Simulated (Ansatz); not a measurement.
**TaAs: from a starting cell to a relaxed one**

The start is a generated cell, TaAs placed in the AFLOW prototype AB_tI8_141_a_b ("40", as in NbP). A full variable-cell relaxation at zero pressure is run with PBEsol (plane waves to 420 eV, PAW, scalar-relativistic; Ansatz, an electronic-structure program). The first steps use a coarse 9×9×9 k-mesh.

Starting cell:
```yaml
crystal:
  lattice:
    - [-1.76263, 1.76263, 6.03269]
    - [1.76263, -1.76263, 6.03269]
    - [1.76263, 1.76263, -6.03269]
  atoms:
    - { symbol: Ta, position: [0.75000, 0.25000, 0.50000] }
    - { symbol: Ta, position: [0.00000, 0.00000, 0.00000] }
    - { symbol: As, position: [0.50000, 0.50000, 0.00000] }
    - { symbol: As, position: [0.25000, 0.75000, 0.50000] }
```

### Question
How much energy is released per atom?

### Answer
0.21 eV/atom.

### Question
How does the volume change?

### Answer
-9.2 %, from 18.74 to 17.02 Å³/atom.

### Question
How do the shortest distances between atoms change?

### Answer
The closest pairs of elements (up to four, under 3.6 Å), start → end: As–Ta 2.49 → 2.56 Å; Ta–Ta 3.49 → 3.16 Å; As–As 3.49 → 3.16 Å.

### Question
What band gap does the relaxed structure have at this level?

### Answer
Zero (metallic).

### Question
Write out the relaxed structure.

### Answer

```cif
data_As4Ta4
_chemical_formula_sum 'Ta4 As4'
_space_group_name_H-M_alt 'I41/amd :1'
_space_group_IT_number 141
_space_group_name_Hall 'I 4bw 2bw -1bw'
_cell_length_a 3.62652
_cell_length_b 3.62652
_cell_length_c 10.35464
_cell_angle_alpha 90.000
_cell_angle_beta 90.000
_cell_angle_gamma 90.000
loop_
_atom_site_label
_atom_site_type_symbol
_atom_site_symmetry_multiplicity
_atom_site_Wyckoff_symbol
_atom_site_fract_x
_atom_site_fract_y
_atom_site_fract_z
_atom_site_occupancy
Ta1 Ta 4 a 0.00000 0.00000 0.00000 1
As1 As 4 b 0.00000 0.00000 0.50000 1
```
(The calculation used a cell of 4 atoms; values per cell refer to that cell.)

The space group stays I4₁/amd (No. 141) (the run could not lower it); the end is AFLOW prototype AB_tI8_141_a_b ("40", as in NbP), with 4 atoms in the primitive cell. Final values are on a 18×18×18 k-mesh of the relaxed cell. No spin polarisation in the result.

The run could not lose the symmetry of its start: the end is stationary, and may be a saddle point rather than a minimum.

All atoms sit on sites fixed by symmetry, so only the cell could relax.

The relaxed structure here is a generated cell of TaAs: the first start was made by placing the elements on the sites of a structure type, and the end was not matched to a known phase here, so it may be hypothetical. Known forms of TaAs include space group No. 109.
